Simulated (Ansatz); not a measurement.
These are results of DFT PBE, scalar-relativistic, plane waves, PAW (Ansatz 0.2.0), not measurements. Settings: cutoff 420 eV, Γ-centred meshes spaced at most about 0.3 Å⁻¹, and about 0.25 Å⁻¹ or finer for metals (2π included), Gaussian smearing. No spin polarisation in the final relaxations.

Temperature and zero-point effects are left out.

Compare these two cells of Si₂N, each relaxed at this level.

A.

```yaml
crystal:
  lattice:
    - [1.35875, 0.78448, 5.47056]
    - [-1.35875, 0.78448, 5.47056]
    - [0.00000, -1.56895, 5.47056]
  atoms:
    - { symbol: Si, position: [0.58536, 0.58536, 0.58536] }
    - { symbol: Si, position: [0.41464, 0.41464, 0.41464] }
    - { symbol: N, position: [0.00000, 0.00000, 0.00000] }
```

B.

```yaml
crystal:
  lattice:
    - [2.72312, 0.00000, 0.00000]
    - [-1.36156, 2.35829, 0.00000]
    - [0.00000, 0.00000, 5.57536]
  atoms:
    - { symbol: Si, position: [0.66667, 0.33333, 0.76083] }
    - { symbol: Si, position: [0.33333, 0.66667, 0.23917] }
    - { symbol: N, position: [0.00000, 0.00000, 0.00000] }
```

Question: Which would you expect to be lower, and how large is the difference?

Answer: A is lower, by 8 meV/atom. A has space group R-3m (No. 166), 11.7 Å³/atom and no gap on its mesh; B has the anti-cadmium iodide type, space group P-3m1 (No. 164), 11.9 Å³/atom and no gap. Counting N atoms around Si (those within 1.25 times the shortest such distance or 1.15 times the sum of covalent radii), A and B both have Si 3. Even the lower one lies +0.46 eV/atom against the reference forms of the elements (uncorrected), so neither is stable at this level. Both come from invented guesses. A third cell relaxed alike, in P2/m, lies 0.54 eV/atom below the lower of the two; the P-3m1 cell fell into it when its atoms were moved at random.

The k mesh leaves some 4 meV/atom of noise in the energy of each metallic cell. No dispersion correction is applied, so the spacing and binding between layers, chains or molecules are poorly described (P-3m1), and this can change margins and order among such cells. In R-3m, P-3m1 an odd number of electrons in the primitive cell allows no gap without spin; a larger cell or a magnetic state could open one. Cells relaxed within their symmetry can be saddle points.
